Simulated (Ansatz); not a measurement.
**Pb7ClF6: checking a database structure before trusting its electric field gradients**

The cell is an entry of the Crystallography Open Database (COD).

```cif
data_Pb7ClF6
_symmetry_space_group_name_H-M 'P-6'
_symmetry_Int_Tables_number 174
_cell_length_a 10.2670
_cell_length_b 10.2670
_cell_length_c 3.9844
_cell_angle_alpha 90.000
_cell_angle_beta 90.000
_cell_angle_gamma 120.000
loop_
_atom_site_label
_atom_site_type_symbol
_atom_site_symmetry_multiplicity
_atom_site_Wyckoff_symbol
_atom_site_fract_x
_atom_site_fract_y
_atom_site_fract_z
Pb1 Pb 3 k 0.2512 0.0267 0.5000
Pb4 Pb 3 j 0.2387 0.0433 0.0000
Pb7 Pb 3 j 0.5522 0.9317 0.0000
Pb10 Pb 3 k 0.5197 0.9013 0.5000
Pb13 Pb 1 f 0.6667 0.3333 0.5000
Pb14 Pb 1 e 0.6667 0.3333 0.0000
Cl15 Cl 1 a 0.0000 0.0000 0.0000
Cl16 Cl 1 d 0.3333 0.6667 0.5000
F17 F 3 k 0.7147 0.9533 0.5000
F20 F 3 j 0.2757 0.9033 0.0000
F23 F 3 j 0.7457 0.2013 0.0000
F26 F 3 k 0.5007 0.0623 0.5000
```

One atom of each set is listed.

All values are calculated (Ansatz; DFT, PBE, plane waves and PAW, scalar-relativistic, 420 eV cutoff, Γ-centred 4×4×8 k-points, Fermi–Dirac smearing 0.05 eV), not measured.

Question: Do the atoms and the cell lie near the calculated equilibrium?

Answer: No. The largest force is 26 eV/Å, on atom 6 (Pb: 1 F at 1.66 Å, 1 Cl at 2.26 Å; also 2 Pb at 2.01 Å, 1 F at 2.20 Å), and the pressure is 232.9 GPa, with principal stresses up to 416 GPa in size. Such values can come from a cell under pressure, imprecise or misplaced coordinates, missing atoms or a wrong setting of the space group; the run alone doesn't tell which, and gradients calculated on this entry can't be taken for those of the compound at ambient conditions.
